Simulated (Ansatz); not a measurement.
Sc₃Al (Cu3Au type, Pm-3m) under volume change, plane-wave PAW PBEsol (Ansatz code), scaled uniformly.

| V (Å³/atom) | E − E(relaxed) (meV/atom) | P (GPa) |
|---|---|---|
| 19.039 | 41.3 | 7.54 |
| 19.667 | 17.5 | 4.68 |
| 20.294 | 4.2 | 2.18 |
| 20.922 | 0.0 | 0.00 |
| 21.550 | 3.8 | -1.90 |
| 22.177 | 14.6 | -3.56 |
| 22.805 | 31.5 | -5.01 |

What does a third-order Birch–Murnaghan fit give for V₀, B₀ and B′?

V₀ = 20.92 Å³/atom, B₀ = 67.8 GPa, B′ = 3.5.

The first step of the workflow began from a Materials Project structure, measured or hypothetical; the Crystallography Open Database copy checked does not list it. Whether it is the stable phase at ambient conditions was not checked. Symmetry was held in the PBEsol relaxation; its stability against distortions is not shown here. The run is not spin-polarised.

Potentials: the later of the program's two PAW sets.
